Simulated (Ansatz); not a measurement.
VSi$_{2}$ in space group P6_222 (No. 180; V on 3c, Si on 6i) at seven volumes, the program Ansatz at the r²SCAN level (PAW), shape and atoms relaxed at each. One row is withheld.

| V (Å³/atom) | P (GPa) |
|---|---|
| 11.371 | 21.69 |
| 11.746 | ? |
| 12.120 | 6.09 |
| 12.495 | 0.00 |
| 12.870 | -5.17 |
| 13.245 | -9.55 |
| 13.620 | -13.25 |

Fit the shown pressures and predict the withheld one.

P = (3/2)B₀(x^(7/2) − x^(5/2))[1 + (3/4)(B′ − 4)(x − 1)] with x = (V₀/V)^(2/3). Least squares on the six rows gives V₀ = 12.495 Å³/atom, B₀ = 186 GPa, B′ = 4.47. At V = 11.746, x = 1.0421 and P = 13.20 GPa. The run itself gave 13.26 GPa.

The cell was relaxed with r²SCAN under the symmetry of its start. Magnetic state: ferromagnetic, the only order run, not a proven ground state. Other orbital occupations within this spin state were not tried.

Potentials: the later of the program's two PAW sets.
